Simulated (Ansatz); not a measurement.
Here is the system:

MoPt:
```cif
data_Mo2Pt2
_chemical_formula_sum 'Mo2 Pt2'
_space_group_name_H-M_alt 'Pmma'
_space_group_IT_number 51
_space_group_name_Hall '-P 2a 2a'
_cell_length_a 4.42881
_cell_length_b 2.70264
_cell_length_c 4.88705
_cell_angle_alpha 90.000
_cell_angle_beta 90.000
_cell_angle_gamma 90.000
loop_
_atom_site_label
_atom_site_type_symbol
_atom_site_symmetry_multiplicity
_atom_site_Wyckoff_symbol
_atom_site_fract_x
_atom_site_fract_y
_atom_site_fract_z
_atom_site_occupancy
Mo1 Mo 2 e 0.25000 0.00000 0.16367 1
Pt1 Pt 2 f 0.25000 0.50000 0.66425 1
```

This is the LDA-relaxed structure.

Task: All from plane-wave PAW LDA (Ansatz code), unless another level is named. Estimate the formation energy from the elements (no fitted shifts).

Result: -0.38 eV/atom.

Task: Predict the density of states at the Fermi level.

Result: 0.83 states/eV per atom (mean over ±0.08 eV).

The workflow started from a Materials Project entry (that database holds measured and hypothetical structures alike); the Crystallography Open Database copy checked does not list it. With Mo and Pt taken as one species the cell has the higher symmetry P6_3/mmc, so it may be an ordered model of a mixed-site phase. Its standing as an ambient phase is unchecked. The LDA relaxation kept the symmetry of its start; of distortions, only those at the zone centre were tested. No spin polarisation was allowed. The references are the lowest solids computed at this level, not always the standard phases. Spin–orbit coupling is left out wherever it is not named.

Potentials: the later of the program's two PAW sets.
